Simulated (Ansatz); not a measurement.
## Ansatz 0.2.0, relaxation: ZnSe4N2

input.yaml:

```yaml
crystal:
  lattice:
    - [0.0, 5.459645, 0.0]
    - [5.459645, 0.0, 0.0]
    - [2.729822, 2.729822, -5.560237]
  atoms:
    - { symbol: "N", position: [0.5, 0.5, 0.0] }
    - { symbol: Zn, position: [0.0, 0.0, 0.0] }
    - { symbol: "N", position: [0.75, 0.25, 0.5] }
    - { symbol: Se, position: [0.375, 0.375, 0.75] }
    - { symbol: Se, position: [0.625, 0.125, 0.25] }
    - { symbol: Se, position: [0.875, 0.875, 0.75] }
    - { symbol: Se, position: [0.125, 0.625, 0.25] }
  symmetry: { tolerance: 0.0003 }
kpoints:
  mp_grid: { grid: [5, 5, 5], shift: [0, 0, 0] }
magnetization:
  spin_polarized: false
scf:
  occupations: { method: fermi_dirac }
  lower_state_search: "off"
hamiltonian:
  pseudopotentials: { kind: paw }
  xc: pbe
basis:
  ecutwfc: 420
  fft_grid_basis: typed
relax:
  max_steps: 60
  cell: { p_target: 0.0 }
output:
  forces: true
  stress: true
  eigenvalues: true
  bader: true
  populations: true
  elf: true
  write_potential: true
  volumetric_format: npy
  dos:
    e_range: [-12, 8]
    de: 0.05
    projected: { site_lists: { "N": ["N"], Se: [Se], Zn: [Zn] } }
  write_density: true
checkpoint:
  read: saved_state
```

The command:

```bash
ansatz run input.yaml --threads 2 --pin off --max-ram 3584MiB --backend cpu --events-out ev --progress --plain --runs-dir out
```

Origin of the cell: a known structure type with other elements, at an estimated volume, so it need not be a known compound.

The smearing width isn't typed, so it takes its default of 0.1 eV.

The saved state is a converged single point of the same cell.

Excerpt of the output:

```
Pseudopotentials: kind: paw
Pseudopotential: N, paw, valence charge 5, recommended cutoff 420 eV (normal), N.paw.azcp
Pseudopotential: Zn, paw, valence charge 12, recommended cutoff 420 eV (normal), Zn.paw.azcp
Pseudopotential: Se, paw, valence charge 16, recommended cutoff 420 eV (normal), Se.paw.azcp
Functional definition: PBE
  exchange = pbe_x(kappa = kappa, mu = beta*pi^2/3)
  correlation = pbe_c(beta = beta)
Crystal: 7 atoms, lattice volume = 165.738 Å³
Basis set: ecut = 420 eV, 3235 PW (Γ), exchange–correlation on 80×80×96 points (8 copies of the dense FFT grid, shifted against one another)
Bands: 52, of which v1, the nominal top of the filled ones, is band 43 counted from 1 (42 counted from 0)
Symmetry: 4 space group operations
[… 9 lines left out …]
Initial density: read from a saved state, or passed on in memory by an earlier SCF of this step, an earlier step, the calling program or the single point that the run made first
Functional: x = pbe(κ = 0.804, μ = 0.219515), c = pbe(β = 0.066725)
SCF iter   1: F=—  HF=-25956.320211 eV  Δρ=8.28e-4  dr2=9.31e-4
SCF iter   2: F=—  HF=-25956.321953 eV  Δρ=6.25e-4  dr2=6.43e-4
SCF iter   3: F=—  HF=-25956.322205 eV  Δρ=3.20e-4  dr2=1.12e-4
SCF iter   4: F=—  HF=-25956.322732 eV  Δρ=1.03e-4  dr2=1.57e-5
SCF iter   5: F=—  HF=-25956.322778 eV  Δρ=4.61e-5  dr2=4.43e-6
SCF iter   6: F=—  HF=-25956.322786 eV  Δρ=3.68e-5  dr2=2.66e-6
SCF iter   7: F=—  HF=-25956.322787 eV  Δρ=9.41e-6  dr2=1.84e-7
SCF iter   8: F=-25956.322788 eV  HF=-25956.322788 eV  Δρ=3.50e-6  dr2=2.63e-8
relax step   1: F+E_penalty+E_count = -25956.322788 eV  Δ(F+E_penalty+E_count) = +0.000e0 eV  max|allowed force component| = 1.482e0 eV/Å  Δτ_max = 0.0000 Å  P = -5.978 GPa  Ω = 165.738 Å³  ( […]
relax step   2: F+E_penalty+E_count = -25957.665282 eV  Δ(F+E_penalty+E_count) = -1.342e0 eV  max|allowed force component| = 3.709e-1 eV/Å  Δτ_max = 0.1795 Å  P = -1.169 GPa  Ω = 143.472 Å³ […]
relax step   3: F+E_penalty+E_count = -25957.752093 eV  Δ(F+E_penalty+E_count) = -8.681e-2 eV  max|allowed force component| = 6.869e-2 eV/Å  Δτ_max = 0.0761 Å  P = +0.976 GPa  Ω = 136.473 Å³ […]
relax step   4: F+E_penalty+E_count = -25957.759567 eV  Δ(F+E_penalty+E_count) = -7.474e-3 eV  max|allowed force component| = 9.697e-3 eV/Å  Δτ_max = 0.0107 Å  P = -0.009 GPa  Ω = 137.895 Å³ […]
relax step   5: F+E_penalty+E_count = -25957.760466 eV  Δ(F+E_penalty+E_count) = -8.990e-4 eV  max|allowed force component| = 9.172e-3 eV/Å  Δτ_max = 0.0044 Å  P = -0.051 GPa  Ω = 137.740 Å³ […]
relax step   6: F+E_penalty+E_count = -25957.760787 eV  Δ(F+E_penalty+E_count) = -3.206e-4 eV  max|allowed force component| = 5.107e-4 eV/Å  Δτ_max = 0.0020 Å  P = -0.001 GPa  Ω = 137.583 Å³ […]
relax step   7: F+E_penalty+E_count = -25957.750381 eV  Δ(F+E_penalty+E_count) = +1.041e-2 eV  max|allowed force component| = 8.126e-4 eV/Å  Δτ_max = 0.0000 Å  P = -0.121 GPa  Ω = 137.583 Å³  stress off target by 1.28e-1 GPa […]
relax step   8: F+E_penalty+E_count = -25957.750906 eV  Δ(F+E_penalty+E_count) = -5.250e-4 eV  max|allowed force component| = 2.851e-3 eV/Å  Δτ_max = 0.0033 Å  P = -0.009 GPa  Ω = 137.185 Å³ […]
relax step   9: F+E_penalty+E_count = -25957.750599 eV  Δ(F+E_penalty+E_count) = +3.072e-4 eV  max|allowed force component| = 2.858e-3 eV/Å  Δτ_max = 0.0000 Å  P = -0.011 GPa  Ω = 137.185 Å³  stress off target by 1.12e-2 GPa […]
SCF 9 converged in 6 iterations: F = -25957.750599 eV  dr2 = 5.40e-12
basis re-selected at this cell: Δ(F+E_penalty+E_count) = +3.072e-4 eV, ΔP = -0.002 GPa vs the last step (what re-selecting the basis moved, of the pressure what is left beyond the Pulay corre […]
SCF converged after 6 iterations
Free energy (F): -25957.750599 eV
Harris-Foulkes:  -25957.750599 eV  (|F-HF|=1.09e-11)
Internal energy: -25957.702742 eV  (E = F + TS)
E sigma→0 (E₀):  -25957.726671 eV
Entropy (-TS):   -0.047856 eV (-6.837 meV/atom)
Fermi energy:    8.099710 eV
--- Per-component energies (eV) ---
  E_band       = -1571.034359
  E_kinetic    = 842.423980
  E_local      = -11835.508593  (includes V_loc(G=0)·N_el)
  E_nonlocal   = -1668.539449
  E_hartree    = 5620.426670
  E_xc         = -667.418554
  E_vxc        = -588.263292  (∫ρ·V_xc dr)
  E_paw        = -9727.224444  (= ΣΔE_a)
  E_vpaw       = 438.002227  (= ΣTr[D̂ρ^β])
  E_aug_tail   = -0.002519  (compensation charges beyond the density's cutoff)
  E_ewald      = -8521.859833
  E_smearing   = -0.047856  (= −TS)
  Σ components = -25957.750599   (vs F -25957.750599, Δ=0.00e0)
--- Forces (eV/Å), atoms counted from 1 ---
  atom   1  N     -0.000000    -0.000000     0.000000
  atom   2  Zn     0.000000     0.000000     0.000000
  atom   3  N     -0.000000     0.000000    -0.000000
  atom   4  Se     0.000014    -0.002858     0.000502
  atom   5  Se    -0.002858    -0.000014    -0.000502
  atom   6  Se    -0.000014     0.002858     0.000502
  atom   7  Se     0.002858     0.000014    -0.000502
  max |Σ_I F_I| component: 9.37e-17 eV/Å
--- Stress (GPa, compression-positive) ---
       -0.011029       0.000000      -0.000000
       -0.000000      -0.011029      -0.000000
       -0.000000      -0.000000      -0.011223
  P = ⅓ Tr σ = -0.0111 GPa (-0.111 kbar)
--- Relaxed structure (7 steps of the walk, 7 accepted, 2 SCFs on fresh bases) ---
  F+E_penalty+E_count = -25957.750599 eV   max|allowed force component| = 2.858e-3 eV/Å   (the final SCF, on the basis selected at the relaxed cell)
  cell:  # Å, volume = 137.1848 Å³
    - [-5.094e-15, 5.063318, -2.276e-7]
    - [5.063318, -5.094e-15, -2.276e-7]
    - [2.531659, 2.531659, -5.351008]
  atoms:
    - { symbol: N, position: [0.5, 0.5, 7.131e-19] }
    - { symbol: Zn, position: [-3.565e-19, 3.356e-19, 7.131e-19] }
    - { symbol: N, position: [0.75, 0.250000, 0.500000] }
    - { symbol: Se, position: [0.412011, 0.417772, 0.725696] }
    - { symbol: Se, position: [0.582228, 0.137707, 0.274304] }
    - { symbol: Se, position: [0.862293, 0.856532, 0.725696] }
    - { symbol: Se, position: [0.143468, 0.587989, 0.274304] }
--- Löwdin populations: 7 sites ---
  site symbol       q [e]
     0      N      5.5000
     1     Zn     10.7964
     2      N      5.4851
     3     Se     15.9520
     4     Se     15.9520
     5     Se     15.9520
     6     Se     15.9520
  spilling = 0.004775 (of n_electrons = 86.000000)
--- Bader charges: 7 sites ---
  site symbol  charge [e]  shift [e]
     0      N     -0.6279     0.0003
     1     Zn      0.6604     0.0002
     2      N     -0.6088     0.0004
     3     Se      0.1441     0.0001
     4     Se      0.1440     0.0001
     5     Se      0.1441     0.0001
     6     Se      0.1440     0.0001
  estimated error of the sums over rays = 6.6e-4 e
```

Before:

Space group I-4 (No. 82); the run's cell has a = 5.460 Å, b = 5.460 Å, c = 6.769 Å, α = 66.22°, β = 66.22°, γ = 90.00°. Shortest distances: N–Se 2.38 Å, Se–Zn 2.38 Å.

After:

Space group I-4 (No. 82); the run's cell has a = 5.063 Å, b = 5.063 Å, c = 6.438 Å, α = 66.85°, β = 66.85°, γ = 90.00°. Shortest distances: N–Se 2.17 Å, Se–Zn 2.47 Å, Se–Se 3.18 Å, N–Zn 3.58 Å.

```yaml
Free_energy_lowered_by: 204.0 meV/atom
Volume_change: -17.23 %
Final_pressure: -0.01 GPa
Relaxation_steps_listed: 9
```

Caveats: the relaxation held the start's symmetry, so the end may be a saddle point.

Time: 75 s on 2 threads of Intel(R) Xeon(R) 6975P-C (Granite Rapids), on a shared host, peak memory 0.55 GiB, from a saved density.
